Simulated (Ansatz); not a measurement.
SbPd:
```
CELL_PARAMETERS angstrom
      4.10915     0.00000     0.00000
     -2.05458     3.55863     0.00000
      0.00000     0.00000     5.64935
ATOMIC_POSITIONS crystal
  Sb 0.33333 0.66667 0.25000
  Sb 0.66667 0.33333 0.75000
  Pd 0.00000 0.00000 0.00000
  Pd 0.00000 0.00000 0.50000
```

Relaxed with r²SCAN. Special points in fractions of this cell's reciprocal vectors: Γ (0.000, 0.000, 0.000); M (0.500, 0.000, 0.000); K (0.333, 0.333, 0.000); A (0.000, 0.000, 0.500); L (0.500, 0.000, 0.500); H (0.333, 0.333, 0.500).

**Question.** List the band energies nearest the Fermi level at these points for r²SCAN (plane waves, PAW; program Ansatz).

**Answer.** In eV from the Fermi level; about four levels below and three above (degenerate sets whole), none deeper than 8.9 eV; points with the same levels are listed once.

| k | below | above |
|---|---|---|
| Γ | -3.52 -3.52 -2.51 -2.51 -0.28 | 0.52 0.52 2.63 |
| M | -2.50 -2.44 -2.40 -0.75 | 1.51 4.00 4.66 |
| K | -2.42 -1.94 -0.56 -0.56 | 0.59 0.59 3.46 |
| A | -3.45 -3.45 -3.45 -3.45 -0.55 -0.55 | 2.27 2.27 2.27 2.27 |
| L | -3.17 -3.17 -2.84 -2.84 | 0.42 0.42 1.87 1.87 |
| H | -2.30 -2.30 -1.90 -1.90 | 3.81 3.81 6.77 6.77 |

Space group P6_3/mmc (NiAs type). The first step of the workflow began from a Materials Project structure, measured or hypothetical; the Crystallography Open Database files this formula in space group No. 194, but the cells were not matched. Its standing as an ambient phase is unchecked. The cell was relaxed with r²SCAN under the symmetry of its start; its stability against distortions is not shown here. No spin polarisation was allowed. Spin–orbit coupling is left out wherever it is not named.

Potentials: the later of the program's two PAW sets.
